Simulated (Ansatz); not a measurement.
LaZrNO2, first-principles data

LaZrNO2:
```yaml
crystal:
  lattice:
    - [-2.94130, 2.94573, 4.08926]
    - [2.94130, -2.94573, 4.08926]
    - [2.94130, 2.94573, -4.08926]
  atoms:
    - { symbol: La, position: [0.75000, 0.97842, 0.22842] }
    - { symbol: La, position: [0.25000, 0.52158, 0.27158] }
    - { symbol: Zr, position: [0.01564, 0.75000, 0.76564] }
    - { symbol: Zr, position: [0.48436, 0.25000, 0.73436] }
    - { symbol: N, position: [0.31389, 0.56389, 0.75000] }
    - { symbol: N, position: [0.18611, 0.93611, 0.25000] }
    - { symbol: O, position: [0.75000, 0.39118, 0.64118] }
    - { symbol: O, position: [0.25000, 0.10882, 0.85882] }
    - { symbol: O, position: [0.80933, 0.55933, 0.25000] }
    - { symbol: O, position: [0.69067, 0.94067, 0.75000] }
```

Space group I2_12_12_1 (No. 24); conventional cell a = 5.8826 Å, b = 5.8915 Å, c = 8.1785 Å, α = 90.00°, β = 90.00°, γ = 90.00°.

Method: r²SCAN in the plane-wave PAW code Ansatz. The cell and atoms are relaxed at this level. Other levels are named where they apply.

### Cell and energy

```
Item                                                           Value
-----------------------------------------------------  -------------
Volume per atom                                             14.17 Å³
Density                                                   6.47 g/cm³
Formation energy from the elements (no fitted shifts)  -3.03 eV/atom
```

### Electronic structure

```
Quantity                                                                                                      Value
--------------------------------------------  ---------------------------------------------------------------------
Band gap                                                                                         2.66 eV (indirect)
Valence-band maximum                          at X (k = 0.500, 0.500, 0.500 in fractions of the reciprocal vectors)
Conduction-band minimum                                                                                        at Γ
Smallest direct gap on the standard path                                                                    2.85 eV
Electron effective mass                                                       0.40, 0.65, 2.3 mₑ (principal values)
Hole effective mass                                                            0.76, 1.2, 4.5 mₑ (principal values)
Hole effective mass with spin–orbit coupling                                   0.75, 1.2, 4.6 mₑ (principal values)
Gap with spin–orbit coupling                                                                                2.66 eV
```

### Mechanics

```
Item                                    Value
----------------------------------  ---------
Bulk modulus (Birch–Murnaghan fit)  1740 kbar
Pressure derivative B′                    4.3
```

### Charges

```
Property                                                Result
-------------  -----------------------------------------------
Bader charges  La +2.04, Zr +2.51, N -1.75, O -1.41 to -1.40 e
```

The start of the workflow was typed in or built on a structure type; neither database checked (COD, Materials Project) lists it. Whether it is the stable phase at ambient conditions was not checked. The r²SCAN relaxation kept the symmetry of its start; whether a distortion lowers the energy is not shown. The run is not spin-polarised. The references are the lowest solids computed at this level, not always the standard phases (solids in place of the gases). Spin–orbit coupling is left out wherever it is not named.

Potentials: the earlier of the program's two PAW sets.
